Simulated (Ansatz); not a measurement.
**Fields on a plane of BN (space group P6_3/mmc)**

```xyz
4
Lattice="2.4880 0.0000 0.0000 -1.2440 2.1546 0.0000 0.0000 0.0000 6.5318" Properties=species:S:1:pos:R:3 pbc="T T T"
B      0.0000     0.0000     4.8988
B      0.0000     0.0000     1.6329
N      1.2440     0.7182     1.6329
N      0.0000     1.4364     4.8988
```

The slice is a (-1 1 0 2) plane (indices of the conventional cell) through the point (0.333, 0.667, 0.750) (fractional), spanned by u = [110] and v = [1 -1 1] in vectors of this cell: u (2.49 Å) and v (7.83 Å, at 90° to u). It covers one period; positions are fractions (u, v).

Atoms on it: N at (0.00, 0.00). Other atoms lie within 1 Å of the plane.

All values below come from LDA (plane waves to 420 eV, PAW, scalar-relativistic; Ansatz, a quantum-chemistry and plane-wave program). k mesh 15×15×5. These are valence fields of a PAW run, semicore shells included where kept as valence: close to a nucleus they are smooth pseudo fields. BN was relaxed with its symmetry unable to fall.

| v \ u | 0.00 | 0.22 | 0.44 | 0.67 | 0.89 |
|---|---|---|---|---|---|
| 0.93 | 0.3 | -0.1 | -0.7 | -0.4 | 0.2 |
| 0.86 | -0.6 | -0.8 | -1.2 | -1.1 | -0.7 |
| 0.79 | -1.3 | -1.4 | -1.5 | -1.5 | -1.3 |
| 0.71 | -1.3 | -1.3 | -1.3 | -1.3 | -1.3 |
| 0.64 | -0.8 | -0.8 | -0.9 | -0.8 | -0.8 |
| 0.57 | -0.2 | -0.4 | -0.7 | -0.6 | -0.2 |
| 0.50 | 0.3 | -0.2 | -0.8 | -0.5 | 0.1 |
| 0.43 | 0.2 | -0.2 | -0.8 | -0.5 | 0.1 |
| 0.36 | -0.4 | -0.6 | -1.0 | -0.8 | -0.5 |
| 0.29 | -1.2 | -1.3 | -1.4 | -1.3 | -1.2 |
| 0.21 | -1.4 | -1.4 | -1.3 | -1.4 | -1.4 |
| 0.14 | -0.7 | -0.7 | -0.8 | -0.7 | -0.7 |
| 0.07 | 0.3 | 0.0 | -0.3 | -0.1 | 0.2 |
| 0.00 | 0.6 | 0.3 | -0.2 | 0.0 | 0.6 |

Values: log₁₀ of the valence density in e/Å³. The scale is logarithmic, as a density can span decades between atoms and voids.

```
|xxxx000000000000xx|
|xx0000445555440000|
|224466777777776644|
|777788888888888877|
|888888999999998888|
|888899999999999988|
|888899999999999988|
|888888999999998888|
|666677889999887766|
|112255778888775522|
|000011557777551100|
|000000336666330000|
|000000335555330000|
|000000335555330000|
|000000445555440000|
|000011556666551100|
|001155666666665511|
|667777777777777777|
|999999888888889999|
|999999998888999999|
|999999998888999999|
|999999888888889999|
|999988776666778899|
|887766331111336677|
|334433000000003344|
|xx0000000000000000|
|xxxx000000000000xx|
|xxxxxx00000000xxxx|
```
Scale: ten equal steps from 1.00 (start of '0') to 9.45 (end of '9'), in the order '0123456789'. Values: electrostatic potential energy of an electron, from the cell's mean, in eV. The map has 9 points along u (two characters each, u = 0 at the left) and 28 along v (v = 0 in the bottom row). Points within 0.6 Å of a nucleus are blanked (x), as the pseudised field means little there. Values under 1 eV are set to 1. The zero, the cell's mean, hangs on the PAW cores.
